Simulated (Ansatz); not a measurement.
BIr in space group P-6m2 (No. 187; B on 1b, Ir on 1e) under volume change, plane-wave PAW PBEsol (Ansatz code), shape and atoms relaxed at each volume.

| V (Å³/atom) | E − E(relaxed) (meV/atom) | P (GPa) |
|---|---|---|
| 9.679 | … | … |
| 9.998 | 43.2 | 22.97 |
| 10.317 | … | … |
| 10.636 | 0.0 | 0.00 |
| 10.955 | 9.1 | -8.91 |
| 11.274 | 34.6 | -16.44 |
| 11.593 | 73.8 | -22.79 |

Task: Fill in the missing entries.

Result: 
- 9.679, E − E(relaxed) (meV/atom): 103.2
- 9.679, P (GPa): 37.65
- 10.317, E − E(relaxed) (meV/atom): 10.2
- 10.317, P (GPa): 10.54

Task: What does a third-order Birch–Murnaghan fit give for V₀, B₀ and B′?

Result: V₀ = 10.64 Å³/atom, B₀ = 322 GPa, B′ = 4.5.

The workflow started from a Materials Project entry (that database holds measured and hypothetical structures alike); the Crystallography Open Database copy checked does not list it. Whether it is the stable phase at ambient conditions was not checked. The cell was relaxed with PBEsol under the symmetry of its start. At this level the phase is mechanically unstable. The run is not spin-polarised. Spin–orbit coupling is left out wherever it is not named.

Potentials: the later of the program's two PAW sets.
